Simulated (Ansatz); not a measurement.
Ru:
```
CELL_PARAMETERS angstrom
      2.72076     0.00000     0.00000
     -1.36038     2.35625     0.00000
      0.00000     0.00000     4.29516
ATOMIC_POSITIONS crystal
  Ru 0.33333 0.66667 0.25000
  Ru 0.66667 0.33333 0.75000
```

Relaxed with PBE. Special points in fractions of this cell's reciprocal vectors: Γ (0.000, 0.000, 0.000); M (0.500, 0.000, 0.000); K (0.333, 0.333, 0.000); A (0.000, 0.000, 0.500); L (0.500, 0.000, 0.500); H (0.333, 0.333, 0.500).

List the band energies nearest the Fermi level at these points for plane-wave PAW PBE (Ansatz code).

In eV from the Fermi level; about four levels below and three above (degenerate sets whole), none deeper than 8.9 eV; … stands for higher levels left out; points with the same levels are listed once.

| k | below | above |
|---|---|---|
| Γ | -1.90 -1.90 -1.40 -1.40 | 1.14 1.14 … |
| M | -2.99 -2.04 -1.80 -1.50 | 1.35 1.77 1.86 |
| K | -3.73 -2.80 -2.80 -1.07 | 0.97 0.97 1.41 |
| A | -2.74 -2.74 -2.74 -2.74 -2.67 -2.67 | … |
| L | -4.45 -4.45 -1.06 -1.06 | 0.42 0.42 1.61 1.61 |
| H | -2.69 -2.69 -1.18 -1.18 | 1.18 1.18 … |

Space group P6_3/mmc (hcp (Mg type)). Symmetry was held in the PBE relaxation. No spin polarisation was allowed. Scalar-relativistic: spin–orbit coupling is off unless named, which matters more the heavier the elements.

Potentials: the earlier of the program's two PAW sets.
